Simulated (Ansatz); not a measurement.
GaO in space group P6_3/mmc (No. 194; Ga on 4f, O on 4f) at seven volumes, PBE+D3(BJ) in the plane-wave PAW code Ansatz, shape and atoms relaxed at each. One row is withheld.

| V (Å³/atom) | P (GPa) |
|---|---|
| 12.021 | 8.12 |
| 12.417 | 4.52 |
| 12.814 | 1.86 |
| 13.210 | 0.00 |
| 13.606 | -1.17 |
| 14.003 | -1.80 |
| 14.399 | ? |

Task: Fit the shown pressures and predict the withheld one.

Result: Third-order Birch–Murnaghan: P = (3/2)B₀(x^(7/2) − x^(5/2))[1 + (3/4)(B′ − 4)(x − 1)] with x = (V₀/V)^(2/3). Least squares on the six rows gives V₀ = 13.219 Å³/atom, B₀ = 48.50 GPa, B′ = 13.39. At V = 14.399, x = 0.9446 and P = -2.13 GPa. The run itself gave -2.06 GPa.

The start of the workflow was typed in or built on a structure type; neither database checked (COD, Materials Project) lists it. Its standing as an ambient phase is unchecked. Symmetry was held in the PBE+D3(BJ) relaxation; whether a distortion lowers the energy is not shown.

Potentials: the earlier of the program's two PAW sets.
